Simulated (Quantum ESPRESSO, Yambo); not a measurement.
Levels of theory for the gap of Cs₂O

Cs2O (space group R-3m, No. 166): one geometry, one set of PBEsol (pw.x of Quantum ESPRESSO, ONCV potentials, without SOC) orbitals, self-energies from Yambo (4×4×4 Γ-centred k mesh, 141 bands and a 7 Ry block in the screening, 141 bands in G with the Bruneval-Gonze terminator, plasmon pole fitted at 27.2 eV).

Cell and atoms were relaxed with PBEsol from Materials Project entry mp-7988, within its symmetry.

| level | gap L → Γ (eV) | direct gap at Γ (eV) | rough Yambo cost |
|---|---|---|---|
| PBEsol (Quantum ESPRESSO) | 0.96 | 1.55 | – |
| exchange only (Hartree-Fock self-energy on PBEsol orbitals) | 9.10 | 10.08 | about 1/10 (8 states) |
| static COHSEX@PBEsol | 2.61 | 3.27 | within a factor of two (3 states) |
| G0W0@PBEsol, plasmon pole | 1.62 | 2.23 | 1 (8 states) |

Bare exchange has no screening and gives the widest gap; static COHSEX screens it but leaves out the frequency dependence, which G0W0 restores.

Costs are rough ratios of core time on shared machines.

Nearest settings tried, and what they do to the gap: 3 Ry block (67 vectors against 233): -91 meV. Not varied: bands in G, bands in W, mesh. So the settings aren't converged at that level.
